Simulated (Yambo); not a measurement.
NaCl (rock salt, space group Fm-3m, No. 225), G0W0@PBEsol in Yambo with this input:

```
rim_cut
gw0
dyson
el_el_corr
HF_and_locXC
ppa
em1d
RandQpts= 1000000
RandGvec= 1 Ry
EXXRLvcs= 88 Ry
VXCRLvcs= 352 Ry
Chimod= "HARTREE"
% BndsRnXp
 2 | 98 |
%
NGsBlkXp= 10 Ry
% LongDrXp
 1.0 | 1.0 | 1.0 |
%
PPAPntXp= 27.2114 eV
% GbndRnge
 1 | 98 |
%
GTermKind= "BG"
DysSolver= "n"
ExtendOut
```

On a 4×4×4 mesh, with wavefunctions cut at 88 Ry, the gap (Γ → Γ) is 8.113 eV and the valence edge shifts by -2.187 eV.

Question: What happens with this change: no random integration?

Answer: The gap falls by 0.112 eV, to 8.001 eV; the shift of the valence edge becomes -1.955 eV. Neither run is shown to be the converged limit.

Geometry relaxed with PBEsol; primitive cell a = b = c = 3.962 Å, α = β = γ = 60.00°.

A shift is the quasiparticle energy of the state minus its PBEsol energy.
